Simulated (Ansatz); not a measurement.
Method: Ansatz, DFT PBE, scalar-relativistic, plane waves, PAW. All cells share a 420 eV cutoff and Γ-centred k meshes spaced at most about 0.3 Å⁻¹ (about 0.25 or finer for metals, 2π included). No spin polarisation in the final relaxations.

These are static total energies at zero pressure. All come from trial cells, and lower structures may exist.

Question: Which of these relaxed structures of MgBe2SO2 is the lowest in energy?
A.

Space group P3m1 (No. 156). a = 2.733 Å, b = 2.733 Å, c = 12.171 Å, α = 90.00°, β = 90.00°, γ = 120.00°
```
atom  site  symmetry       x       y       z
  Mg    1a       3m. 0.0000  0.0000  0.4385
  Be    1a       3m. 0.0000  0.0000  0.7419
  Be    1b       3m. 0.3333  0.6667  0.2254
   S    1c       3m. 0.6667  0.3333  0.0353
   O    1a       3m. 0.0000  0.0000  0.2618
   O    1b       3m. 0.3333  0.6667  0.7372
```

B.

Space group P1 (No. 1). a = 4.724 Å, b = 4.879 Å, c = 7.936 Å, α = 90.92°, β = 103.62°, γ = 116.13°
| atom | site | symmetry | x | y | z |
| --- | --- | --- | --- | --- | --- |
| Mg | 1a | 1 | 0.4351 | 0.5378 | 0.0292 |
| Mg | 1a | 1 | 0.3877 | 0.1382 | 0.6733 |
| Be | 1a | 1 | 0.7273 | 0.6189 | 0.4173 |
| Be | 1a | 1 | 0.7944 | 0.8295 | 0.7490 |
| Be | 1a | 1 | 0.0796 | 0.9743 | 0.2207 |
| Be | 1a | 1 | 0.0789 | 0.4646 | 0.6751 |
| S | 1a | 1 | 0.2435 | 0.3480 | 0.3951 |
| S | 1a | 1 | 0.2257 | 0.9548 | 0.0004 |
| O | 1a | 1 | 0.7891 | 0.6986 | 0.2424 |
| O | 1a | 1 | 0.8172 | 0.1529 | 0.7078 |
| O | 1a | 1 | 0.9655 | 0.7193 | 0.6109 |
| O | 1a | 1 | 0.4560 | 0.5629 | 0.7788 |

C.

Space group P-4m2 (No. 115). a = 3.347 Å, b = 3.347 Å, c = 9.750 Å, α = 90.00°, β = 90.00°, γ = 90.00°
```tsv
atom	site	symmetry	x	y	z
Mg	1a	-4m2	0.0000	0.0000	0.0000
Be	1b	-4m2	0.5000	0.5000	0.0000
Be	1d	-4m2	0.0000	0.0000	0.5000
S	1c	-4m2	0.5000	0.5000	0.5000
O	2g	2mm.	0.5000	0.0000	0.9277
```

Answer: B. It has space group P1 (No. 1); the next, A, with space group P3m1 (No. 156), lies 0.56 eV/atom higher. Counting O or S atoms around Be and Mg (for each partner element, those within 1.25 times its shortest distance or 1.15 times the sum of covalent radii, where it is the nearest in units of that sum or under 1.3; a plus sign parts groups by distance over the sum of covalent radii; a slash parts the counts of unlike sites), the lowest has Mg 4/4+1, Be 3/4 and the next has Mg 1, Be 3.

No dispersion correction is applied, so the spacing and binding between layers, chains or molecules are poorly described (P3m1, P-4m2), and this can change margins and order among such cells. Cells relaxed within their symmetry can be saddle points. Some types were kept out of the candidates beforehand, so the set may lack a known form.
